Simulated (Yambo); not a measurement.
Yambo run on AlSb (zinc blende, space group F-43m, No. 216). The wavefunctions are norm-conserving PBE (stringent potentials; Quantum ESPRESSO, 100 Ry, no spin-orbit coupling) ones on a 4×4×4 mesh (13 occupied bands); a = 4.3523 Å, b = 4.3523 Å, c = 4.3523 Å, α = 60.00°, β = 60.00°, γ = 60.00°.

Yambo input:

```
rim_cut
HF_and_locXC
RandQpts= 1000000
RandGvec= 1 Ry
EXXRLvcs= 100 Ry
VXCRLvcs= 400 Ry
% QPkrange
 1 | 1 | 13 | 14 |
 3 | 3 | 13 | 14 |
 7 | 7 | 13 | 14 |
 8 | 8 | 13 | 14 |
%
```

k points by index: 1 = Γ, 3 = L, 7 = X, 8 = W.

Table of the .hf output:

```
#    K-point    Band    Eo [eV]    Ehf [eV]    Vxc [eV]    Vnlxc [eV]
#
    1    13    0.000000    -1.464724    -12.06529    -13.53001
    1    14    1.540179    5.665209    -11.57936    -7.454330
    3    13    -0.901338    -2.743203    -11.48393    -13.32580
    3    14    1.331167    5.022454    -9.921259    -6.229972
    7    13    -2.175888    -4.571081    -10.72354    -13.11874
    7    14    1.238396    4.721050    -8.149107    -4.666453
    8    13    -2.711235    -5.108220    -10.02279    -12.41978
    8    14    3.967634    7.963999    -9.249466    -5.253101
```
Exchange alone, without screening.

Geometry relaxed with PBEsol.
